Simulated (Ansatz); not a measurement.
Level of theory: Ansatz, DFT PBE, scalar-relativistic, plane waves, PAW. Settings: cutoff 420 eV, Γ-centred meshes spaced at most about 0.3 Å⁻¹ (2π included), Gaussian smearing. No spin polarisation in the final relaxations.

Temperature and zero-point effects are left out.

Two relaxed structures of AlB2As3:

1.

```xyz
12
Lattice="3.5792 0.0000 0.0000 -1.7896 3.0997 0.0000 0.0000 0.0000 18.2539" Properties=species:S:1:pos:R:3 pbc="T T T"
Al    0.0000    2.0664    0.0341
Al    1.7896    1.0332    9.1611
B     0.0000    2.0664    5.9799
B     0.0000    2.0664   12.3275
B     1.7896    1.0332    3.2006
B     1.7896    1.0332   15.1069
As    0.0000    2.0664    2.5220
As    0.0000    2.0664    8.0692
As    0.0000    2.0664   14.4385
As    1.7896    1.0332    5.3116
As    1.7896    1.0332   11.6489
As    1.7896    1.0332   17.1961
```

2.

```xyz
6
Lattice="3.5975 0.0000 0.0000 -1.7988 3.1156 0.0000 0.0000 0.0000 9.0578" Properties=species:S:1:pos:R:3 pbc="T T T"
Al    0.0000    2.0770    6.0627
B     0.0000    0.0000    0.1623
B     1.7988    1.0385    2.9019
As    0.0000    2.0770    8.5500
As    1.7988    1.0385    4.9864
As    0.0000    0.0000    2.2458
```

Question: Which form is favoured at zero pressure, and by what margin per atom?

Answer: Cell 2 is lower, by 12 meV/atom. Cell 1 has Al and B ordered on wurtzite sites, space group P6_3mc (No. 186), 16.9 Å³/atom and a gap of 0.15 eV on its mesh; cell 2 has Al and B ordered on zinc blende sites, space group P3m1 (No. 156), 16.9 Å³/atom and a gap of 0.36 eV. Counting As atoms around Al and B (those within 1.25 times the shortest such distance or 1.15 times the sum of covalent radii), cell 1 and cell 2 both have Al 4, B 4. Both come from invented guesses. A third cell relaxed alike, in I-4m2, lies 30 meV/atom below the lower of the two.

Kohn–Sham gaps at this level usually fall short of measured ones. With atoms moved at random, P3m1 came back. Other cells relaxed within their symmetry can be saddle points.
